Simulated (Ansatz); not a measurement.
YOF (space group R-3m)

```yaml
crystal:
  lattice:
    - [1.86884, 1.07897, 6.19115]
    - [-1.86884, 1.07897, 6.19115]
    - [0.00000, -2.15794, 6.19115]
  atoms:
    - { symbol: Y, position: [0.74180, 0.74180, 0.74180] }
    - { symbol: Y, position: [0.25820, 0.25820, 0.25820] }
    - { symbol: O, position: [0.62120, 0.62120, 0.62120] }
    - { symbol: O, position: [0.37880, 0.37880, 0.37880] }
    - { symbol: F, position: [0.13042, 0.13042, 0.13042] }
    - { symbol: F, position: [0.86958, 0.86958, 0.86958] }
```

The slice is a (1 -1 0 2) plane (indices of the conventional cell) through the point (0.258, 0.258, 0.258) (fractional), spanned by u = [1 0 -1] and v = [010] in vectors of this cell: u (3.74 Å) and v (6.56 Å, at 90° to u). It covers one period; positions are fractions (u, v).

These are LDA (plane waves to 420 eV, PAW, scalar-relativistic; Ansatz, a quantum-chemistry and plane-wave program) values and carry that method's errors. k mesh 10×10×10. Inside the PAW spheres the values are not all-electron values, and peaks at nuclei hang on which shells count as valence. YOF is run without spin polarisation. YOF was relaxed with its symmetry unable to fall.

Task: Predict the map of the valence electron density on the slice.

Result: 
```tsv
v \ u	0.00	0.12	0.25	0.38	0.50	0.62	0.75	0.88
0.86	-0.1	-0.4	-0.7	-0.4	-0.1	-0.4	-0.7	-0.4
0.71	-0.3	-0.6	-0.9	-0.6	-0.3	-0.6	-0.9	-0.6
0.57	-0.5	-0.7	-0.7	-0.1	0.2	-0.1	-0.7	-0.7
0.43	-0.5	-0.6	-0.2	0.5	0.6	0.5	-0.2	-0.6
0.29	-0.1	-0.3	-0.7	-0.6	-0.5	-0.6	-0.7	-0.3
0.14	-0.1	-0.4	-0.7	-0.4	-0.2	-0.4	-0.7	-0.4
0.00	0.5	0.5	-0.1	-0.8	-0.8	-0.8	-0.1	0.5
```

Values: log₁₀ of the valence density in e/Å³. The scale is logarithmic, as a density can span decades between atoms and voids.
